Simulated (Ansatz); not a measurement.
The relaxed structure here is a generated cell of Cu2O: the first start was made by placing the elements on the sites of a structure type, and the end was not matched to a known phase here, so it may be hypothetical. Known forms of Cu2O include space group No. 224.

A relaxed structure of Cu2O. The numbers are results of PBE (plane waves to 420 eV, PAW, scalar-relativistic; Ansatz, a quantum-chemistry and plane-wave program), not measurements.

```
CELL_PARAMETERS angstrom
      1.86246    -3.71076     0.00000
      1.86246     3.71076     0.00000
      0.00000     0.00000     5.98356
ATOMIC_POSITIONS crystal
  Cu 0.31089 0.68911 0.25000
  Cu 0.68911 0.31089 0.75000
  Cu 0.00000 0.00000 0.50000
  Cu 0.00000 0.00000 0.00000
  O  0.15204 0.84796 0.75000
  O  0.84796 0.15204 0.25000
```

Q: Determine the symmetry and give the standard cell with its independent sites.

A: Space group Cmcm (No. 63); a = 3.7249 Å, b = 7.4215 Å, c = 5.9836 Å, α = β = γ = 90.00°

| atom | site | symmetry | x | y | z |
|---|---|---|---|---|---|
| Cu | 4c | m2m | 0.0000 | 0.3109 | 0.2500 |
| Cu | 4a | 2/m.. | 0.0000 | 0.0000 | 0.0000 |
| O | 4c | m2m | 0.0000 | 0.1520 | 0.7500 |

Q: Give the shortest distances between elements (the closest pairs, up to four, under 3.6 Å).

A: Cu–O 1.87 Å; Cu–Cu 2.75 Å.

```json
{
  "volume_per_atom": "13.78 Å³",
  "density": "5.75 g/cm³",
  "band_gap": "0.47 eV, indirect (valence top at S, conduction bottom at Γ) (no spin-orbit coupling)",
  "smallest_direct_gap": "0.91 eV at k = (0, 0.125, 0)"
}
```

No spin polarisation in the result. No Hubbard U is applied.

The run could not lose the symmetry of its start: the end is stationary, and may be a saddle point rather than a minimum.
